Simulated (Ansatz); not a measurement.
Crystals of one structure type (zinc blende), relaxed and computed with plane-wave PAW r²SCAN (Ansatz code).

| crystal | a (Å) | gap (eV) | B₀ by P(V) fit (GPa) | Θ_D (K) | G_Hill (GPa) | K_Hill (GPa) |
|---|---|---|---|---|---|---|
| BAs | 4.782 | 1.37 | 141 | 701 | 137 | 141 |
| GaAs | 5.665 | 0.97 | 72.3 | 350 | 47.9 | 72.5 |
| InAs | … | … | … | … | … | … |
| InSb | 6.557 | none | 43.4 | 204 | 22.6 | 43.5 |

Q: Some entries are withheld; supply them.

A: 
- InAs, a (Å): 6.108
- InAs, gap (eV): 0.08
- InAs, B₀ by P(V) fit (GPa): 57.2
- InAs, Θ_D (K): 248
- InAs, G_Hill (GPa): 28.7
- InAs, K_Hill (GPa): 57.8

All cells were relaxed under the symmetry of their starts (and spin orders); stability against distortions was not tested throughout. Spin–orbit coupling is left out wherever it is not named.

Potentials: the earlier of the program's two PAW sets. The files were generated under PBE; for other functionals the program regenerates the frozen cores, and for LDA and PBEsol the local potential too.
